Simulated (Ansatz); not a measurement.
ScF3 (ReO3 type, Pm-3m), a = b = c = 4.0214 Å, α = β = γ = 90.00°.

Relaxed with PBEsol. Plane-wave PAW PBEsol (Ansatz code) gives a gap of 6.26 eV.

Task: What gap does HSE06 give on the same cell (Ansatz, PAW)?

Result: 8.84 eV, 2.58 eV more. The hybrid was solved on a coarser mesh and at special points; its gap is the smallest among all of these.

```csv
k,v1 PBEsol,c1 PBEsol,v1 HSE06,c1 HSE06
Γ,-0.53,6.26,-0.52,8.84
R,0.00,7.85,(withheld),(withheld)
M,0.00,7.18,(withheld),(withheld)
X,-0.54,6.30,(withheld),(withheld)
```

Task: Top valence (v1) and lowest conduction level (c1) in eV from each method's valence maximum (which need not be a listed point): supply the withheld HSE06 values.

Result: 
- X, v1 HSE06: -0.54
- X, c1 HSE06: 8.89
- M, v1 HSE06: 0.00
- M, c1 HSE06: 9.80
- R, v1 HSE06: 0.00
- R, c1 HSE06: 10.54

Cost on shared cores: the PBEsol run (SCF on a 7×7×7 mesh, then bands and DOS) very roughly 19 core-seconds, the HSE06 run (SCF on 5×5×5, then a few points) very roughly 2.3 core-minutes; the tasks are unlike.

The workflow started from a Materials Project entry (that database holds measured and hypothetical structures alike); the Crystallography Open Database files this formula in space group No. 221, but the cells were not matched. Its standing as an ambient phase is unchecked. Symmetry was held in the PBEsol relaxation; whether a distortion lowers the energy is not shown. No spin polarisation was allowed.

Potentials: the earlier of the program's two PAW sets.
